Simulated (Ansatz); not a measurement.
Si2Mo in space group P6_222 (No. 180; Si on 6j, Mo on 3d) under volume change, r²SCAN (plane waves, PAW; program Ansatz), shape and atoms relaxed at each volume.

```tsv
V (Å³/atom)	E − E(relaxed) (meV/atom)	P (GPa)
12.101	…	…
12.500	…	…
12.899	8.7	7.21
13.298	0.0	0.00
13.697	7.8	-6.12
14.096	29.7	-11.28
14.495	63.3	-15.64
```

**Question.** What belongs in the gaps?

**Answer.** 
- 12.101, E − E(relaxed) (meV/atom): 88.2
- 12.101, P (GPa): 25.72
- 12.500, E − E(relaxed) (meV/atom): 37.0
- 12.500, P (GPa): 15.71

**Question.** What does a third-order Birch–Murnaghan fit give for V₀, B₀ and B′?

**Answer.** V₀ = 13.30 Å³/atom, B₀ = 221 GPa, B′ = 4.5.

The first step of the workflow began from a Materials Project structure, measured or hypothetical; the Crystallography Open Database copy checked does not list it. It is not the phase usual at ambient conditions (space group No. 139). The r²SCAN relaxation kept the symmetry of its start; whether a distortion lowers the energy is not shown. No spin polarisation was allowed. Spin–orbit coupling is left out wherever it is not named.

Potentials: the later of the program's two PAW sets.
